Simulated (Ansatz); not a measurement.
## Orbital-resolved density of states of Sb

```
CELL_PARAMETERS angstrom
2.15060 1.24165 3.74400
-2.15060 1.24165 3.74400
0.00000 -2.48330 3.74400
ATOMIC_POSITIONS crystal
Sb 0.23364 0.23364 0.23364
Sb 0.76636 0.76636 0.76636
```

Atoms are numbered in the order listed.

Structure: COD 9009654, as refined from experiment and not relaxed.

Spin–orbit coupling is left out, though it moves levels of the heavy atoms by tenths of an eV or more.

These are results of DFT, PBEsol, all-electron LAPW, scalar-relativistic (Ansatz 0.2.0), not measurements.

Sampling and basis: a Γ-centred 9×9×9 k mesh, Fermi–Dirac smearing of 0.05 eV, basis error target 0.5 meV/atom, no spin polarisation.

States per eV for one atom of each kind, in 0.4 eV bins named by their centres, from the Fermi level, projected on a minimal set of Löwdin-orthogonalised atomic shells; orbitals are real harmonics on the Cartesian axes, equal curves share a column, and empty bins are left out, as is all above 3.8 eV, near the top of the computed bands.

Sb1 5p:

```
# E all pz px=py
-12.3 0.02 0.01 0.01
-11.9 0.05 0.02 0.02
-11.5 0.07 0.03 0.02
-11.1 0.09 0.04 0.03
-10.7 0.10 0.03 0.04
-10.3 0.11 0.02 0.04
-9.9 0.04 0.00 0.02
-9.5 0.03 0.00 0.02
-9.1 0.10 0.01 0.05
-8.7 0.14 0.06 0.04
-8.3 0.10 0.04 0.03
-7.9 0.07 0.02 0.02
-7.5 0.05 0.02 0.01
-7.1 0.03 0.01 0.01
-6.7 0.02 0.01 0.01
-6.3 0.01 0.01 0.00
-5.9 0.01 0.00 0.00
-5.5 0.10 0.03 0.03
-5.1 0.35 0.12 0.12
-4.7 0.39 0.13 0.13
-4.3 0.44 0.15 0.15
-3.9 0.59 0.20 0.19
-3.5 0.73 0.23 0.25
-3.1 0.71 0.22 0.24
-2.7 0.70 0.22 0.24
-2.3 0.71 0.24 0.24
-1.9 0.70 0.23 0.23
-1.5 0.57 0.24 0.16
-1.1 0.52 0.24 0.14
-0.7 0.31 0.15 0.08
-0.3 0.06 0.03 0.01
0.1 0.01 0.01 0.00
0.5 0.37 0.11 0.13
0.9 0.78 0.21 0.28
1.3 0.57 0.18 0.20
1.7 0.57 0.21 0.18
2.1 0.66 0.27 0.19
2.5 0.48 0.14 0.17
2.9 0.48 0.11 0.19
3.3 0.47 0.10 0.18
```

Sb1 5s:

```
# E all
-12.7 0.04
-12.3 0.13
-11.9 0.19
-11.5 0.24
-11.1 0.32
-10.7 0.40
-10.3 0.52
-9.9 0.16
-9.5 0.09
-9.1 0.33
-8.7 0.47
-8.3 0.34
-7.9 0.24
-7.5 0.16
-7.1 0.10
-6.7 0.08
-6.3 0.05
-5.9 0.03
-5.5 0.03
-5.1 0.02
-4.7 0.02
-4.3 0.02
-3.9 0.03
-3.5 0.03
-3.1 0.04
-2.7 0.05
-2.3 0.05
-1.9 0.06
-1.5 0.07
-1.1 0.08
-0.7 0.06
-0.3 0.02
0.5 0.05
0.9 0.10
1.3 0.06
1.7 0.05
2.1 0.05
2.5 0.03
2.9 0.03
3.3 0.02
```
